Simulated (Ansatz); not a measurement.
An Ansatz input:

```yaml
crystal:
  lattice:
    - [-1.263295948, 1.263295948, 1.263295948]
    - [1.263295948, -1.263295948, 1.263295948]
    - [1.263295948, 1.263295948, -1.263295948]
  atoms:
    - { symbol: Be, position: [0.0, 0.0, 0.0] }
hamiltonian:
  xc: pbesol
  pseudopotentials:
    kind: paw
    azcp:
      Be: "pseudopotentials/Be.paw.azcp"
basis:
  ecutwfc: 420
  fft_grid_basis: typed
kpoints:
  mp_grid: { grid: [20, 20, 20], shift: [0, 0, 0] }
magnetization:
  spin_polarized: false
scf:
  occupations: { method: fermi_dirac, width: 0.1 }
  lower_state_search: "off"
output:
  stress: true
  write_density: true
  write_potential: true
  elf: true
  volumetric_format: npy
```

Output

```
Warning: the record states the generating functional pbe (its physics header spells it `PBE`), which answers neither for hamiltonian.xc's functional nor for the pbesol family's — results may be inconsistent (PPs are generated against a specific XC)
Engine: ansatz 0.2.0, x86_64-unknown-linux-gnu
Pseudopotentials: kind: paw
Pseudopotential: Be, paw, valence charge 2, recommended cutoff 420 eV (normal) 
Functional definition: PBEsol
  exchange = pbesol_x
  correlation = pbesol_c
Crystal: 1 atoms, lattice volume = 8.064 Å³
Basis set: ecut = 420 eV, 141 PW (Γ)
Bands: 5, of which v1, the nominal top of the filled ones, is band 1 counted from 1 (0 counted from 0)
Symmetry: 48 space group operations
Space group: Im-3m (ITA 229), of the structure as read, at distance tolerance 2.0e-5 Å
k-points: 256 of 8000
Non-local potential: Be, projectors of the file, l = 0: 2, l = 1: 2, l = 2: 1
PAW form: soft (Blöchl's): semilocal exchange-correlation on the pseudo side does not see the compensation charge
PAW frozen core: Be, regenerated for the run's functional, and the local potential with it (the file was generated under x = pbe(κ = 0.804, μ = 0.2195149727645171), c = pbe(β = 0.06672455060314922))
PAW one-centre angular grid: Be, 110 points (default); XC on 64 Gauss nodes
Initial density: superposition of atomic densities (neutral atoms: chi_scale 0, normalization atom), corrected by the library's trained network
Initial wavefunctions: pseudopotential atomic-orbital guess
Functional: x = pbesol(κ = 0.804, μ = 0.12345679012345678), c = pbesol(β = 0.046)
SCF iter   1: F=—  HF=-90.250289 eV  |F-HF|=—  |Δ(HF+E_count)|=         —  Δρ=6.56e-4  dr2=1.94e-5  ethr=1.77e-3  ⟨swp⟩=4.7  Hψ=11880  notcnv=0
SCF iter   2: F=—  HF=-90.250254 eV  |F-HF|=—  |Δ(HF+E_count)|=   3.52e-5  Δρ=3.04e-4  dr2=3.97e-6  ethr=9.71e-7  ⟨swp⟩=1.9  Hψ=3547  notcnv=0
iter 3 did not close the SCF: its close was put off for the readings that it lacked (scf_convergence_deferred on its scf_iter line)
SCF iter   3: F=-90.250235 eV  HF=-90.250235 eV  |F-HF|=2.84e-9  |Δ(HF+E_count)|=   1.87e-5  Δρ=1.45e-5  dr2=1.01e-8  ethr=1.99e-7  ⟨swp⟩=2.0  Hψ=1623  notcnv=0
iter 4 did not close the SCF: its close was put off for the readings that it lacked (scf_convergence_deferred on its scf_iter line)
SCF iter   4: F=-90.250235 eV  HF=-90.250235 eV  |F-HF|=7.56e-11  |Δ(HF+E_count)|=   2.74e-9  Δρ=8.27e-7  dr2=1.70e-11  ethr=5.03e-10  ⟨swp⟩=1.0  Hψ=1374  notcnv=0
iter 5 did not close the SCF: its close was put off for the readings that it lacked (scf_convergence_deferred on its scf_iter line)
SCF iter   5: F=-90.250235 eV  HF=-90.250235 eV  |F-HF|=2.84e-13  |Δ(HF+E_count)|=  7.17e-11  Δρ=1.66e-7  dr2=5.34e-13  ethr=1.00e-12  ⟨swp⟩=2.0  Hψ=1657  notcnv=0
SCF iter   6: F=-90.250235 eV  HF=-90.250235 eV  |F-HF|=1.42e-14  |Δ(HF+E_count)|=  2.84e-13  Δρ=1.60e-9  dr2=6.07e-17  ethr=1.00e-12  ⟨swp⟩=2.0  Hψ=3419  notcnv=0
SCF 1 converged in 6 iterations: F = -90.250235 eV  dr2 = 6.07e-17
SCF converged after 6 iterations
Free energy (F): -90.250235 eV
Harris-Foulkes:  -90.250235 eV  (|F-HF|=1.42e-14)
Internal energy: -90.245863 eV  (E = F + TS)
E sigma→0 (E₀):  -90.248049 eV
Entropy (-TS):   -0.004372 eV (-4.372 meV/atom)
Fermi energy:    8.748292 eV
--- Per-component energies (eV) ---
  E_band       = 5.942141
  E_kinetic    = 20.903508
  E_local      = 2.874122  (includes V_loc(G=0)·N_el)
  E_nonlocal   = 4.220204
  E_hartree    = 0.018443
  E_xc         = -19.605236
  E_vxc        = -20.773456  (∫ρ·V_xc dr)
  E_paw        = -57.184728  (= ΣΔE_a)
  E_vpaw       = -1.319122  (= ΣTr[D̂ρ^β])
  E_aug_tail   = -0.000001  (compensation charges beyond the density's cutoff)
  E_ewald      = -41.481706
  E_core_change = 0.009531  (= ΣΔE_core)
  E_smearing   = -0.004372  (= −TS)
  E_closure    = 0.000000  (closes the sum)
  Σ components = -90.250235   (vs F -90.250235, Δ=0.00e0)
--- Stress (GPa, compression-positive) ---
       -4.659957       0.000000       0.000000
       -0.000000      -4.659957      -0.000000
        0.000000       0.000000      -4.659957
  P = ⅓ Tr σ = -4.6600 GPa (-46.600 kbar)
--- Band table (eV; the first three rows and the last of 256) ---
  k-point 0: bands = ["-3.3027", "27.7351", "27.7351", "27.7351", "38.9273"]
  k-point 1: bands = ["-3.2161", "27.3093", "27.3838", "27.6337", "37.7695"]
  k-point 2: bands = ["-2.9561", "26.0060", "26.5083", "27.3396", "35.7644"]
  k-point 255: bands = ["12.6456", "12.6456", "12.6456", "18.4546", "18.4546"]
```

Command:

```sh
ansatz run input.yaml --threads 2 --pin off --max-ram 5120MiB --backend cpu --events-out ev --progress --plain --runs-dir out
```

On 2 threads of Intel(R) Xeon(R) Platinum 8559C (Emerald Rapids) (shared host) this took about 0.82 s of wall time and 1.4 s of CPU time.
